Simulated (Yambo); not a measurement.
Optical response of CsBr at -0.7 % isotropic strain

```
CsBr
1.0
    4.20955     0.00000     0.00000
    0.00000     4.20955     0.00000
    0.00000     0.00000     4.20955
Br Cs
1 1
Direct
  0.50000   0.50000   0.50000
  0.00000   0.00000   0.00000
```

Yambo, RPA with local fields on PBEsol bands; 10×10×10 mesh, 52 bands, 4 Ry local-field block, 0.2 eV broadening; field along x.

```tsv
E (eV)	Im ε	Re ε	Im ε, independent particles
0.0	0.00	3.02	0.00
0.5	0.01	3.02	0.01
1.0	0.01	3.05	0.02
1.5	0.02	3.08	0.03
2.0	0.03	3.14	0.04
2.5	0.04	3.22	0.05
3.0	0.05	3.34	0.07
3.5	0.08	3.49	0.10
4.0	0.12	3.73	0.17
4.5	0.28	4.11	0.37
5.0	0.73	4.48	0.98
5.5	1.24	4.84	1.79
6.0	2.48	5.01	3.73
6.5	3.70	4.07	5.03
7.0	3.79	2.26	4.40
7.5	2.88	1.82	3.52
8.0	2.59	2.32	4.07
8.5	3.66	1.98	4.86
9.0	3.14	0.39	2.85
9.5	2.13	0.41	1.99
10.0	1.49	0.50	1.50
10.5	1.07	0.95	1.35
11.0	1.07	1.46	1.70
11.5	1.33	1.78	2.75
12.0	1.86	1.86	3.93
12.5	2.10	1.42	3.54
13.0	2.24	1.17	3.79
13.5	2.22	0.76	3.28
14.0	1.72	0.55	2.82
14.5	1.59	0.52	2.89
15.0	1.59	0.51	2.76
15.5	1.43	0.46	1.94
16.0	1.33	0.57	1.42
16.5	1.62	0.43	1.02
17.0	1.22	0.07	0.79
17.5	0.85	0.22	0.87
18.0	0.96	0.46	0.97
18.5	0.93	0.41	0.95
19.0	0.86	0.47	0.95
19.5	0.97	0.46	0.68
20.0	0.85	0.22	0.45
```

Peak heights and small wiggles depend on the k mesh. Convergence of the RPA response with its 10×10×10 mesh was not tested. No excitonic effects at this level.

Spin-orbit coupling is not included.

Geometry strained from the cell relaxed with PBEsol, atoms relaxed again.
